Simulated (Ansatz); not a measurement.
Al:
```yaml
crystal:
  lattice:
    - [2.83924, 0.00000, 0.00000]
    - [-1.41962, 2.45885, 0.00000]
    - [0.00000, 0.00000, 4.67114]
  atoms:
    - { symbol: Al, position: [0.66667, 0.33333, 0.75000] }
    - { symbol: Al, position: [0.33333, 0.66667, 0.25000] }
```

Relaxed with PBEsol.

Q: List the phonon frequencies at the special points (DFPT on a 5×5×3 q-mesh, Fourier-interpolated; DFT-PBEsol in the program Ansatz with PAW potentials).

A: In cm⁻¹.

```csv
q,frequencies
Γ,0 0 0 146 146 324
M,140 168 193 234 275 307
K,206 206 207 265 265 290
A,83 83 83 83 225 225
L,177 177 179 179 320 320
H,166 166 255 255 294 294
```

Space group P6_3/mmc (hcp (Mg type)). The first step of the workflow began from a Materials Project structure, measured or hypothetical; the Crystallography Open Database copy checked does not list it. It is not the phase usual at ambient conditions (space group No. 225). The PBEsol relaxation kept the symmetry of its start; phonons on a q-mesh show no instability. As this level gives no gap, phonon frequencies hold no LO–TO term and depend on the k-mesh and smearing (Fermi–Dirac, 0.1 eV here).

Potentials: the earlier of the program's two PAW sets.
